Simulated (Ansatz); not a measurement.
Values for one crystal, relaxed and computed with plane-wave PAW r²SCAN (Ansatz code); other levels are named.

- Volume per atom: 12.17 Å³
- Electronic character: metallic (no gap)
- Density of states at the Fermi level: 0.60 states/eV per atom (mean over ±0.08 eV)
- Formation energy from the elements (no fitted shifts): 0.16 eV/atom

Task: Which of these materials gives this?
(A) Cr3BPt, Pm-3m (Cr on 3c, Pt on 1a, B on 1b)
(B) V2GeB2, P-6m2 (V on 2h, Ge on 1a, B on 1b, B on 1f)
(C) Co2SiB2, Cmmm (Si on 2a, Co on 4j, B on 4i)
(D) AlPt3C, anti-perovskite

Result: A, Cr3BPt, Pm-3m (Cr on 3c, Pt on 1a, B on 1b)

The start of the workflow was typed in or built on a structure type; neither database checked (COD, Materials Project) lists it. Its standing as an ambient phase is unchecked. The cell was relaxed with r²SCAN under the symmetry of its start; its stability against distortions is not shown here. The final state is ferromagnetic, the only order run, not a proven ground state. The volume moved by -17 % from the start of the relaxation. Its formation energy is positive at this level, so the cell may be metastable or incomplete. The program gave a warning on the electronic state, which may not be the lowest. The references are the lowest solids computed at this level, not always the standard phases. Spin–orbit coupling is left out wherever it is not named.

Potentials: the earlier of the program's two PAW sets. The files were generated under PBE; for other functionals the program regenerates the frozen cores, and for LDA and PBEsol the local potential too.
